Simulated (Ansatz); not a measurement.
# HfPd2N4: rattling a relaxed structure

The structure comes from a proposed guess, relaxed at this level; another structure or a mixture of phases may lie lower.

All numbers below come from DFT PBE, scalar-relativistic, plane waves, PAW (Ansatz 0.2.0). Plane waves to 420 eV, a k mesh through Γ of 6×6×6 on the computed 14-atom cell and Gaussian smearing (0.02 eV); no spin polarisation.

The cell below (14 atoms, space group Fd-3m (No. 227)) is relaxed within its symmetry.

```
Hf Pd N
1.0
     0.00000    4.38234    4.38234
     4.38234    0.00000    4.38234
     4.38234    4.38234    0.00000
Hf Pd N
2 4 8
Direct
  0.00000 0.00000 0.00000
  0.25000 0.25000 0.25000
  0.12500 0.62500 0.62500
  0.62500 0.12500 0.62500
  0.62500 0.62500 0.12500
  0.62500 0.62500 0.62500
  0.86348 0.40957 0.86348
  0.40957 0.86348 0.86348
  0.86348 0.86348 0.40957
  0.86348 0.86348 0.86348
  0.38652 0.84043 0.38652
  0.84043 0.38652 0.38652
  0.38652 0.38652 0.38652
  0.38652 0.38652 0.84043
```

For the test it was strained at random (σ = 1.5 % a component), the atoms were moved at random (σ = 0.15 Å), and all was relaxed again on a coarse 4×4×4 mesh (in the run’s order of axes) with 0.10 eV smearing, with no symmetry imposed.

These runs have no spin–orbit coupling, which can matter for Hf.

Question: Does it come back?

Answer: It returns, within 1 meV/atom of the unmoved cell on that mesh and with the same symmetry when read at 0.1 Å. So it is stable against the distortions that fit this cell and that this random move excites. Modes that don't fit the cell aren't tested.
